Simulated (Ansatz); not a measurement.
With DFT-r²SCAN in the program Ansatz with PAW potentials, Cl in the molecular I2 type structure (Cmce) relaxes to a = 6.542 Å, b = 4.126 Å, c = 8.282 Å.

It is gapped at this level: 2.63 eV (direct). The valence maximum lies at Γ and the conduction minimum at Γ.

An equation-of-state fit gives a bulk modulus of 69 kbar. The elastic constants imply a Debye temperature near 154 K.

The r²SCAN relaxation kept the symmetry of its start. The substance is a gas or liquid at ambient conditions; this is its low-temperature solid. A crystal of weakly bound molecules computed without a dispersion correction: the cell and the soft elastic constants depend strongly on that.

Potentials: the later of the program's two PAW sets.
